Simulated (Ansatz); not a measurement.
Relaxed-ion elastic tensor of Li (bcc (W type), Im-3m) in GPa (Voigt order), the program Ansatz at the PBEsol level (PAW); density 0.57 g/cm³, 20.25 Å³ per atom.

```
      1     2     3     4     5     6
-  ----  ----  ----  ----  ----  ----
1  14.6  13.2  13.2   0.0   0.0   0.0
2  13.2  14.6  13.2   0.0   0.0   0.0
3  13.2  13.2  14.6   0.0   0.0   0.0
4   0.0   0.0   0.0  11.2   0.0   0.0
5   0.0   0.0   0.0   0.0  11.2   0.0
6   0.0   0.0   0.0   0.0   0.0  11.2
```

Question: Is the crystal mechanically stable?

Answer: Yes: the smallest eigenvalue of C is 1.4 GPa.

Question: Work out the Voigt and Reuss bounds. Is their mean of use?

Answer: K_V = 13.7, K_R = 13.7; G_V = 7.0, G_R = 1.6 GPa. The bounds lie so far apart that a Hill average or a Debye temperature from it would say little.

Symmetry was held in the PBEsol relaxation. As this level gives no gap, shear constants depend on the k-mesh and smearing (Fermi–Dirac, 0.1 eV here).

Potentials: the later of the program's two PAW sets.
